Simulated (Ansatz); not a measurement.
Zr$_{2}$Cu:
```
Zr2Cu
1.0
    5.23368     1.60272     0.00000
   -5.23368     1.60272     0.00000
   -4.50168     0.00000     6.72366
Zr Cu
4 2
Cartesian
  3.72164   1.60272   1.07412
 -8.22332   1.60272   5.64954
 -3.65088   1.60272   2.97543
 -0.85079   1.60272   3.74823
  0.73325   1.60272   1.01038
 -5.23492   1.60272   5.71327
```

Relaxed with PBEsol. Special points in fractions of this cell's reciprocal vectors: Γ (0.000, 0.000, 0.000); C (0.284, 0.284, 0.000); C2 (-0.284, 0.716, 0.000); Y2 (-0.500, 0.500, 0.000); M2 (-0.500, 0.500, 0.500); D (-0.260, 0.740, 0.500); D2 (0.260, 0.260, 0.500); A (0.000, 0.000, 0.500); L2 (0.000, 0.500, 0.500); V2 (0.000, 0.500, 0.000).

Task: List the band energies nearest the Fermi level at these points for PBEsol (plane waves, PAW; program Ansatz).

Result: In eV from the Fermi level; about four levels below and three above (degenerate sets whole), none deeper than 8.9 eV; points with the same levels are listed once.

```json
[
 {"k": "Γ", "below": "-1.17 -0.69 -0.58 -0.53", "above": "0.10 0.40 0.92"},
 {"k": "C", "below": "-1.37 -1.09 -0.91 -0.18", "above": "0.16 0.37 0.57"},
 {"k": "Y2", "below": "-1.63 -1.42 -1.12 -0.07", "above": "0.22 0.37 0.72"},
 {"k": "M2", "below": "-1.33 -0.90 -0.81 -0.75", "above": "0.16 0.94 0.94"},
 {"k": "D", "below": "-1.46 -0.89 -0.70 -0.05", "above": "0.07 0.22 0.54"},
 {"k": "A", "below": "-1.45 -1.38 -0.41 -0.24", "above": "0.42 0.46 0.67"},
 {"k": "L2", "below": "-0.70 -0.63 -0.43 -0.22", "above": "0.08 0.16 0.96"},
 {"k": "V2", "below": "-0.89 -0.78 -0.33 -0.05", "above": "0.28 0.60 0.91"}
]
```

Space group C2/m. The workflow started from an entry of the Crystallography Open Database (COD), which files this formula under 2 space groups. Whether it is the stable phase at ambient conditions was not checked. Symmetry was held in the PBEsol relaxation; its stability against distortions is not shown here. No spin polarisation was allowed. The volume moved by -17 % from the start of the relaxation. The volume fell by over 15 % from the filed cell, which may lack light atoms or belong to other conditions. Spin–orbit coupling is left out wherever it is not named.

Potentials: the later of the program's two PAW sets.
